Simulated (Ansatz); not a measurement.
Polymorphs of BAs, each relaxed with the program Ansatz at the r²SCAN level (PAW):

A: P6_422
a = b = 3.446 Å, c = 7.458 Å, α = β = 90.00°, γ = 120.00°

```
atom  site  symmetry       x       y       z
----  ----  --------  ------  ------  ------
B       3c       222  0.5000  0.0000  0.0000
As      3d       222  0.5000  0.0000  0.5000
```

B: P-6m2
a = b = 3.1897 Å, c = 2.8839 Å, α = β = 90.00°, γ = 120.00°

```json
[
 {"atom": "B", "site": "1a", "symmetry": "-6m2", "x": "0.0000", "y": "0.0000", "z": "0.0000"},
 {"atom": "As", "site": "1f", "symmetry": "-6m2", "x": "0.6667", "y": "0.3333", "z": "0.5000"}
]
```

Order them by energy per atom at 0 K (lowest first) at the level r²SCAN.

A (+0 meV/atom), B (+787 meV/atom)

Give each one's gap.

A 0.67 eV; B no gap.

Constructed cells (a structure type filled with these elements, in neither database checked): B. Typed or built starts, not in the databases checked: A. Not the usual ambient phase: A; B. All cells were relaxed under the symmetry of their starts (and spin orders); stability against distortions was not tested throughout. Scalar-relativistic: spin–orbit coupling is off unless named, which matters more the heavier the elements.

Energies hold the estimated change up to a 700 eV cutoff; steps of a few meV lie near the error of the meshes.

Potentials: the earlier of the program's two PAW sets.
